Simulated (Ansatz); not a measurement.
Given:

TiFe:
```cif
data_FeTi
_chemical_formula_sum 'Ti1 Fe1'
_space_group_name_H-M_alt 'P 1'
_space_group_IT_number 1
_cell_length_a 2.91638
_cell_length_b 2.91638
_cell_length_c 2.91638
_cell_angle_alpha 90.000
_cell_angle_beta 90.000
_cell_angle_gamma 90.000
loop_
_space_group_symop_operation_xyz
  'x, y, z'
loop_
_atom_site_label
_atom_site_type_symbol
_atom_site_fract_x
_atom_site_fract_y
_atom_site_fract_z
_atom_site_occupancy
Ti1 Ti 0.00000 0.00000 0.00000 1
Fe1 Fe 0.50000 0.50000 0.50000 1
```

This is the PBEsol-relaxed structure.

Task: All from PBEsol in the plane-wave PAW code Ansatz, unless another level is named. Estimate the density of states at the Fermi level.

Result: 0.21 states/eV per atom (mean over ±0.08 eV).

Task: And the formation energy from the elements (no fitted shifts)?

Result: -45 kJ/mol-atom.

Space group Pm-3m (CsCl type). The first step of the workflow began from a Materials Project structure, measured or hypothetical; the Crystallography Open Database files this formula in space group No. 221, but the cells were not matched. Whether it is the stable phase at ambient conditions was not checked. Symmetry was held in the PBEsol relaxation; of distortions, only those at the zone centre were tested. No spin polarisation was allowed. The references are the lowest solids computed at this level, not always the standard phases.

Potentials: the later of the program's two PAW sets.
